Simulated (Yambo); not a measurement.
A G0W0@PBEsol run in Yambo for CdClOH (space group P6_3mc, No. 186) (3×3×1 Γ-centred k mesh, bands 9 to 193 and a 7 Ry block in the screening, 193 bands in G with the Bruneval-Gonze terminator, plasmon pole fitted at 27.2 eV) gives these matrix elements, in eV, at the band edges (Γ → Γ):

```
state               E0    <Vxc>     <Σx>  <Σc(E0)>      Z
---------------  -----  -------  -------  --------  -----
valence edge     0.000  -18.108  -22.909     3.328  0.799
conduction edge  2.387  -11.886   -7.511    -3.408  0.841
```

Task: Solve the linearised quasiparticle equation for both states, give the gap, and say how exchange and correlation each act on it.

Result: E = E0 + Z(Σx + Σc − Vxc). Valence: 0.000 + 0.799 × (-22.909 + (3.328) − (-18.108)) = -1.18 eV. Conduction: 2.387 + 0.841 × (-7.511 + (-3.408) − (-11.886)) = 3.20 eV. The gap is 4.38 eV, against 2.39 eV in PBEsol. Replacing Vxc by bare exchange alone would open it by 9.18 eV; correlation takes back 6.74 eV of that, and Z scales what is left. Nearest settings tried, and what they do to the gap: 129 bands in G: +3 meV; 129 bands in W, 129 bands in G: +63 meV; 6 Ry block (213 vectors against 251): -31 meV. Not varied: mesh. So the settings aren't converged at that level. The k mesh is coarse. Spin-orbit splittings are left out.

Geometry relaxed with PBE+D3(BJ); primitive cell a = 3.6970 Å, b = 3.6970 Å, c = 10.1849 Å, α = 90.00°, β = 90.00°, γ = 120.00°.
